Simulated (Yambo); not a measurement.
G0W0@LDA for Mg₂FeH₆ (space group Fm-3m, No. 225) in Yambo. Reference settings: 4×4×4 Γ-centred k mesh, bands 13 to 126 and a 8 Ry block in the screening, 126 bands in G with the Bruneval-Gonze terminator, plasmon pole fitted at 27.2 eV. The LDA gap W → X on this mesh is 1.71 eV; G0W0 gaps are taken between the same points.

Gap (W → X) in eV against the number of bands and the screening block, terminator on:

```tsv
bands (W and G)	2 Ry	3 Ry	5 Ry	6 Ry	8 Ry
34	3.446	3.114	2.937	2.847	2.826
52	3.383	3.060	2.894	2.813	2.795
73	3.378	3.055	2.894	2.818	2.803
98	3.376	3.053	2.891	2.816	2.802
126	3.376	3.052	2.891	2.816	2.803
```

Rough cost of the Yambo step against the reference (shared machines):

```
bands (W and G)  2 Ry  3 Ry  5 Ry  6 Ry  8 Ry
---------------  ----  ----  ----  ----  ----
34                1/5   1/5   1/5   1/4   1/4
52                1/3   1/3   1/3   1/3   1/3
73                1/2   1/2   1/2   1/2    ~1
98                 ~1    ~1    ~1    ~1    ~1
126                ~1    ~1    ~1    ~1     1
```

At the largest block the last step in bands moves the gap by 0.001 eV; at the most bands the last step in the block moves it by -0.013 eV.

Geometry of the Materials Project entry, not relaxed at this level; primitive cell a = 4.494 Å, b = 4.494 Å, c = 4.494 Å, α = 60.00°, β = 60.00°, γ = 60.00°.

The runs are not spin-polarised; magnetic order was not tried.
